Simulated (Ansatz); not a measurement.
Computed properties of La

La:
```
La
1.0
    3.77583     0.00000     0.00000
   -1.88791     3.26996     0.00000
    0.00000     0.00000    12.06609
La
4
Cartesian
  0.00000   0.00000   0.00000
  0.00000   0.00000   6.03304
  0.00000   2.17998   3.01652
  1.88791   1.08999   9.04956
```

Space group P6_3/mmc (No. 194), dhcp (α-La type); conventional cell a = b = 3.7758 Å, c = 12.0661 Å, α = β = 90.00°, γ = 120.00°.

Method: r²SCAN (plane waves, PAW; program Ansatz). Structure relaxed to zero pressure with the same functional. Other levels are named where they apply.

### Cell and energy

- Volume per atom = 37.24 Å³
- Density = 6.19 g/cm³

### Electronic structure

* **Electronic character**: metallic (no gap)
* **Density of states at the Fermi level**: 1.6 states/eV per atom (mean over ±0.08 eV)
* **Gap with spin–orbit coupling**: none (metallic)

### Mechanics

Bulk modulus (Birch–Murnaghan fit): 23.0 GPa
Pressure derivative B′: 2.0
Elastic constants (relaxed ions, GPa): C11 = 42.9, C12 = 17.7, C13 = 9.7, C33 = 49.0, C44 = 12.3
Mechanical stability: stable (all eigenvalues of C positive)
Hill bulk and shear moduli: 23.2 and 13.7 GPa
Young's modulus: 34.3 GPa
Poisson's ratio: 0.25
Debye temperature from the elastic constants: 147 K

### Phonons

- Highest zone-centre frequency = 68 cm⁻¹
- Zone-centre stability = no imaginary mode at Γ

The cell was relaxed with r²SCAN under the symmetry of its start. As this level gives no gap, shear constants depend on the k-mesh and smearing (Fermi–Dirac, 0.1 eV here). As this level gives no gap, phonon frequencies hold no LO–TO term and depend on the k-mesh and smearing (Fermi–Dirac, 0.1 eV here). Axis ratios of metals converge slowly with the k-mesh, so a and c are less sure than the volume. Scalar-relativistic: spin–orbit coupling is off unless named, which matters more the heavier the elements.

Potentials: the later of the program's two PAW sets.
